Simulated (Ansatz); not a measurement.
KBr:
```
CELL_PARAMETERS angstrom
      0.00000     3.30438     3.30438
      3.30438     0.00000     3.30438
      3.30438     3.30438     0.00000
ATOMIC_POSITIONS crystal
  K  0.00000 0.00000 0.00000
  Br 0.50000 0.50000 0.50000
```

Relaxed with r²SCAN.

Task: Map the electron localisation function on the plane through (0.000, 0.000, 0.000) spanned by u = [1, 0, 0] and v = [0, 1, -1] in lattice vectors, from DFT-r²SCAN in the program Ansatz with PAW potentials.

Result: x is the fraction of u, y of v (the angle between them is 90°; rows are the nearest grid lines); atoms in the plane: K at (0.00, 0.00), Br at (0.50, 0.50).
```
|+#@@@%=          =%@@@#+|
|#%@@@#-          -#@@@%#|
|@@@@@*.   ....   .*@@@@@|
|@@@@#-   :-==-:   -#@@@@|
|@@@#-   :+####+:   -#@@@|
|%#*-   :*%%%%%%*:   -*#%|
|=-.   :*%@@@@@@%*:   .-=|
|     :*%@@@@@@@@%*:     |
|    :*%@@@@@@@@@@%*:    |
|   :+%@@@@#++#@@@@%+:   |
|  .-#%@@@#:  :#@@@%#-.  |
|  .=#%@@@+    +@@@%#=.  |
|  .=#%@@@+    +@@@%#=.  |
|  .-#%@@@#:  :#@@@%#-.  |
|   :+%@@@@#++#@@@@%+:   |
|    :*%@@@@@@@@@@%*:    |
|     :*%@@@@@@@@%*:     |
|=-.   :*%@@@@@@%*:   .-=|
|%#*-   :*%%%%%%*:   -*#%|
|@@@#-   :+####+:   -#@@@|
|@@@@#-   :-==-:   -#@@@@|
|@@@@@*.   ....   .*@@@@@|
|#%@@@#-          -#@@@%#|
|+#@@@%=          =%@@@#+|
```
Scale: ten equal steps from 0.000 (start of ' ') to 0.885 (end of '@'), in the order ' .:-=+*#%@'; x runs from 0.000 to 1.00, y from 0.000 (bottom) to 1.00 (top).

The density is the valence pseudo-density with augmentation charge, so density and ELF within about 1 Å of a nucleus are not all-electron values.

Space group Fm-3m (rock salt). The cell was relaxed with r²SCAN under the symmetry of its start; phonons on a q-mesh show no instability.

Potentials: the later of the program's two PAW sets.
